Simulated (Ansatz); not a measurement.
A geometry of P2W away from equilibrium: step 5 of the relaxation of a relaxed P2W cell displaced along its unstable phonon at q = (½, ½, ½) of its primitive reciprocal cell (102i cm⁻¹), largest move 0.15 Å. Level of theory: PBE (plane waves to 420 eV, PAW, scalar-relativistic; Ansatz, a program for electronic structure). Γ-centred k-mesh 14×14×14 on the run's cell (coarser than for final values), Fermi–Dirac smearing 0.05 eV.

```xyz
6
Lattice="-3.2417 3.2669 7.8920 0.0000 0.0000 7.8920 0.0000 3.2669 0.0000" Properties=species:S:1:pos:R:3:forces:R:3 pbc="T T T" free_energy=-23792.477 pressure_GPa=-1.2
W      0.0000    -0.0948     0.0000    0.0000   -0.2617    0.0000
W     -1.6209     4.9952     3.9460    0.0000    0.2617    0.0000
P     -3.2417     3.2526    10.5114    0.0000   -0.1241    0.0631
P     -1.6209     4.9147     6.5654    0.0000    0.1241    0.0631
P      0.0000    -0.0143     5.2727    0.0000   -0.1241   -0.0631
P     -1.6209     4.9147     9.2187    0.0000    0.1241   -0.0631
```

Positions in Å, forces in eV/Å, free energy of the cell in eV (comparable only within this code, potentials and settings). Largest force: 0.26 eV/Å, on W1, W2 (atoms numbered as listed); the geometry lies 0.01 eV/atom above the end of its relaxation.

No spin polarisation in the result.

The run could not lose the symmetry of its start: the end is stationary, and may be a saddle point rather than a minimum.

The end of the path is a generated cell of P2W: the first start was made by placing the elements on the sites of a structure type, and the end was not matched to a known phase here, so it may be hypothetical.
